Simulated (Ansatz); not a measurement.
MgO in space group Pm-3n (No. 223; Mg on 6c, O on 6d), r²SCAN in the plane-wave PAW code Ansatz. The conduction-band minimum lies at Γ, with 1 equivalent valley. Second derivatives d²E/dk² of the lowest band at one valley (eV·Å²), along Cartesian directions:

```json
[
 {"direction": "[100]", "d²E/dk²": "18.06"},
 {"direction": "[010]", "d²E/dk²": "18.06"},
 {"direction": "[001]", "d²E/dk²": "18.06"},
 {"direction": "[110]", "d²E/dk²": "18.06"},
 {"direction": "[101]", "d²E/dk²": "18.06"},
 {"direction": "[011]", "d²E/dk²": "18.06"}
]
```

**Question.** Find the principal effective masses, the density-of-states mass and the conductivity mass.

**Answer.** Off-diagonal terms follow from H_xy = H[110] − (H_xx + H_yy)/2, and m*/mₑ = 7.620 eV·Å² over each eigenvalue: 0.42, 0.42, 0.42. One valley's DOS mass (m₁m₂m₃)^(1/3) = 0.42, conductivity mass 3/(Σ 1/mᵢ) = 0.42 mₑ.

**Question.** What effective density of states Nc follows at 300 K for parabolic valleys?

**Answer.** Nc = 2.509e19 × 1 × (0.42)^(3/2) ≈ 6.8e18 cm⁻³.

**Question.** With the computed static dielectric constant 4.42 (mean of the diagonal), estimate a hydrogenic donor's binding energy and radius.

**Answer.** E = 13.606 eV × 0.42/4.42² ≈ 290 meV; a = 0.529 Å × ε/m* ≈ 5.6 Å. Semilocal masses tend to be too small where the gap is.

The workflow started from a Materials Project entry (that database holds measured and hypothetical structures alike); the Crystallography Open Database copy checked does not list it. It is not the phase usual at ambient conditions (space group No. 225). Symmetry was held in the r²SCAN relaxation; of distortions, only those at the zone centre were tested.

Potentials: the later of the program's two PAW sets.
